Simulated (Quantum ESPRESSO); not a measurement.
# One site, several elements, in a cell on a zincblende or diamond lattice

The results below are calculated, not measured. They come from pw.x of Quantum ESPRESSO 7.5, a plane-wave density functional program, with PseudoDojo standard norm-conserving files (v0.5 for PBE, v0.4.1 for LDA and PBEsol). The cells are made up: elements, strain and atom displacements were drawn at random, and nothing was relaxed. There is no spin polarisation, spin-orbit coupling or dispersion term.

The cell has 8 sites of a zincblende or diamond lattice. Sites 1 to 4 hold Si N X Si; sites 5 to 8 hold Si Si Si Ga. Cell vectors in Å: (5.344, 0.033, -0.101); (0.033, 5.386, 0.027); (-0.101, 0.027, 5.522). Settings: PBE, cutoff 1143 eV, 6 x 6 x 6 k mesh shifted by half a step, Fermi-Dirac smearing of 0.1 eV.

Each run puts another element on the site marked X, in the same cell with the same positions. Its first shell holds Si3Ga at a mean distance of 2.30 Å. The radii are handbook covalent radii, typed from memory.

| element | covalent radius (Å) | P (GPa) | mean outward force on its neighbours (eV/Å) |
| --- | --- | --- | --- |
| C | 0.76 | -13.79 | -1.427 |
| Si | 1.11 | -3.75 | 1.451 |
| Ge | 1.20 | -2.06 | 1.977 |
| Al | 1.21 | -0.20 | 2.177 |
| As | 1.19 | ? | ? |

A rerun of one of these cells at 1437 eV and k mesh 8 x 8 x 8 moved values by no more than 0.006 eV in the cell's energy, 0.04 GPa in stress and 0.012 eV/Å in force.

## Worked fit

A straight line through the runs shown gives P = -35.5 + 28.5 r GPa, with r in Å, an error of 2.2 on the slope and a scatter of 0.79 GPa. The slope is over three times its error: a larger atom presses the fixed cell outward.

## Withheld run

Question: what pressure should As give?

The line gives -1.6 GPa. The calculation gave -1.84 GPa.

| element | covalent radius (Å) | P (GPa) | mean outward force on its neighbours (eV/Å) |
| --- | --- | --- | --- |
| As | 1.19 | -1.84 | 2.471 |